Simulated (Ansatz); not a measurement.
## SrCuSi under pressure: fit and missing row

SrCuSi, P-6m2, a = 4.054 Å, c = 4.619 Å. The structure is a Materials Project entry; whether it is the stable form wasn't checked. Ansatz: PBEsol, PAW, 420 eV, Γ-centred 12×12×10 mesh on 3 atoms, Gaussian smearing 0.10 eV; no spin polarisation. Cell and atoms are relaxed at each pressure, and no other structure is tried, so the rows at high pressure may lie past a change of phase.

```tsv
V (Å³/atom)	P (GPa)
11.750	?
13.519	50.00
15.725	25.06
18.978	11.98
20.692	4.02
21.562	1.03
21.908	0.00
22.272	-0.99
```

Problem. Take V0 = 21.908 Å³/atom, fit the third-order Birch–Murnaghan form to the other rows, and predict the missing pressure.

Solution. With the Eulerian strain f = ½[(V0/V)^(2/3) − 1] and y = P/[3f(1 + 2f)^(5/2)], the form is the line y = B0 + 1.5 B0 (B0′ − 4) f. Rows (f, y): 0.18983, 39.3; 0.12370, 38.9; 0.05022, 62.6; 0.01940, 62.8; 0.00533, 62.7; -0.00546, 62.1. Means f = 0.06384, y = 54.733; Σ(Δf)² = 0.02984, ΣΔfΔy = -4.334; the slope is their ratio. y = 64.01 − 145.2 f GPa, so B0 = 64.0 GPa and B0′ = 4 + 2 × (-145.2)/(3 × 64.01) = 2.49. At V = 11.750, f = 0.25744, y = 26.63 and P = 58.09 GPa. The run gave 90.00 GPa, so the fit is 31.91 GPa too low, 35 % of the span of the series, against an rms of 2.44 GPa on the fitted rows. The row lies outside the fitted range. A fourth-order term fitted to the same rows gives P = 64.55 GPa at this row's volume (the line 58.09, the run 90.00), which recovers part of the miss. Also, this row ran on the mesh 12×12×16, its neighbour on 12×12×14, which can shift it a little.

The mesh isn't the same in all rows (12×12×10, 12×12×14, 12×12×16).